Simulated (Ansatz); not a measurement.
Given:

NaF:
```
CELL_PARAMETERS angstrom
      0.00000     2.25151     2.25151
      2.25151     0.00000     2.25151
      2.25151     2.25151     0.00000
ATOMIC_POSITIONS crystal
  Na 0.00000 0.00000 0.00000
  F  0.50000 0.50000 0.50000
```

This is the LDA-relaxed structure.

### Question
All from LDA (plane waves, PAW; program Ansatz), unless another level is named. Predict the bulk modulus (Birch–Murnaghan fit).

### Answer
61.2 GPa.

### Question
Next, the elastic constants (relaxed ions, GPa)?

### Answer
C11 = 133, C12 = 24.9, C44 = 29.1.

### Question
What about the zero-point energy?

### Answer
44.6 meV/atom.

Space group Fm-3m (rock salt). The cell was relaxed with LDA under the symmetry of its start; phonons on a q-mesh show no instability.

Potentials: the later of the program's two PAW sets.
